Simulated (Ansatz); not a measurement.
**TiSb₂: strain energy, fitted**

TiSb₂, I4/mcm, a = 6.635 Å, c = 5.714 Å. The structure is a COD entry; whether it is the stable form wasn't checked. Ansatz: PBEsol, PAW, 420 eV, Γ-centred 6×6×6 mesh on 12 atoms, Gaussian smearing 0.10 eV; no spin polarisation. Series: equal strain along all axes, cell held, atoms relaxed; x is the strain in per cent. y is the free energy over the unstrained cell, V0 = 20.963 Å³/atom.

```tsv
x (%)	y (meV/atom)
-3.0	?
-2.0	25.05
-1.0	5.99
0.0	0.00
1.0	5.78
2.0	22.14
3.0	48.00
```

Task: Fit y = c2 x² + c3 x³ to the other rows, turn c2 into a modulus, and predict the missing energy.

Result: Least squares on the rows shown. y = 5.8920 x² − 0.18538 x³. In eV per unit strain² c2 is 58.92; the stiffness is B for this strain (E = 9/2 B V0 ε², shape held): 2 × 58.92 × 160.2 / (9 × 20.963) = 100 GPa. The unstrained cell keeps some stress along the strain, worth a slope of 0.12 meV/atom per %, which the form leaves out. At x = -3.0 the fit asked for gives 58.03 meV/atom. The run gave 58.62 meV/atom, so the fit is 0.59 meV/atom too low, 1 % of the span of the series, against an rms of 0.06 meV/atom on the fitted rows. The row lies outside the fitted range. With a term in x⁴ added, a fit to the same known rows predicts 57.79 meV/atom, further off still.